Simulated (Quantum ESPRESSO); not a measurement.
# Si14NB: a curve over strain

Computed values, not a measurement. The program is pw.x of Quantum ESPRESSO 7.5 (plane-wave density functional theory). The cell is made up: 16 atoms on a doubled zincblende/diamond lattice, with randomly drawn elements, strain and displacements, not relaxed. PseudoDojo standard norm-conserving files (v0.5 for PBE, v0.4.1 for LDA and PBEsol) set the functional; there is no spin polarisation, spin-orbit coupling or dispersion term, and the masses in the input are unused placeholders.

Seven runs add a strain to one cell (the same linear strain along x, y and z); the atoms follow the cell and are not relaxed. Stress in the table is positive in tension.

Input of the run at -0.0018:

```
&control calculation='scf', pseudo_dir='./dojo.nc.sr.pbe.v0_5.standard.upf', outdir='./o', disk_io='low', tprnfor=.true., tstress=.true. /
&system ibrav=0, nat=16, ntyp=3, nbnd=42, ecutwfc=84.00895049, nosym=.true., tot_charge=0,
 occupations='smearing', smearing='fd', degauss=0.0073498644
/
&electrons conv_thr=7.350e-09, electron_maxstep=60, /
ATOMIC_SPECIES
B 1.0 B.upf
N 1.0 N.upf
Si 1.0 Si.upf
CELL_PARAMETERS angstrom
5.25 0.0588 -0.0055
0.0588 5.4476 0.0224
-0.011 0.0447 10.6577
ATOMIC_POSITIONS angstrom
Si -0.0202 -0.054 0.0112
Si -0.0006 2.7768 2.6711
Si 2.6066 -0.0328 2.6399
Si 2.6011 2.7056 -0.0311
Si -0.0805 0.0641 5.3002
Si 0.0394 2.7688 8.0015
Si 2.6099 0.0848 7.9635
N 2.6237 2.7637 5.3597
Si 1.3409 1.3723 1.271
Si 1.3704 4.0402 4.0351
Si 3.9055 1.4056 4.0684
Si 4.0302 4.1649 1.3415
Si 1.3166 1.4542 6.6226
Si 1.3296 4.0808 9.2952
Si 3.888 1.4841 9.2721
B 3.9885 4.1574 6.6471
K_POINTS automatic
6 6 4 1 1 1
```

| added strain | free energy less that of the input shown (eV) | stress xx (GPa) | stress yy (GPa) | stress zz (GPa) | stress xy (GPa) | pressure (GPa) | iterations |
| --- | --- | --- | --- | --- | --- | --- | --- |
| -0.0216 | 0.1875 | -6.56 | -2.89 | -5.06 | 0.95 | 4.84 | 13 |
| -0.0161 | 0.0689 | -4.74 | -1.06 | -3.23 | 0.92 | 3.01 | 13 |
| -0.0127 | 0.0214 | -3.68 | 0.00 | -2.16 | 0.89 | 1.95 | 13 |
| -0.0061 | -0.0146 | -1.74 | 1.92 | -0.23 | 0.84 | 0.01 | 13 |
| -0.0018 | 0.0000 | -0.57 | 3.08 | 0.94 | 0.82 | -1.15 | 15 |
| +0.0084 | 0.1429 | 1.95 | 5.56 | 3.45 | 0.75 | -3.65 | 15 |
| +0.0185 | 0.4261 | 4.11 | 7.67 | 5.59 | 0.70 | -5.79 | 14 |

A cubic fit gives a slope of stress xx against the added strain of 258 GPa at zero added strain, with the atoms clamped. Across the table the free energy follows the integral of the stress to within 0.8 meV. A rerun of one of the cells at 1437 eV and a 8 x 8 x 6 mesh moved values by no more than 0.003 eV in energy, 0.02 GPa in stress and 0.010 eV/Å in force.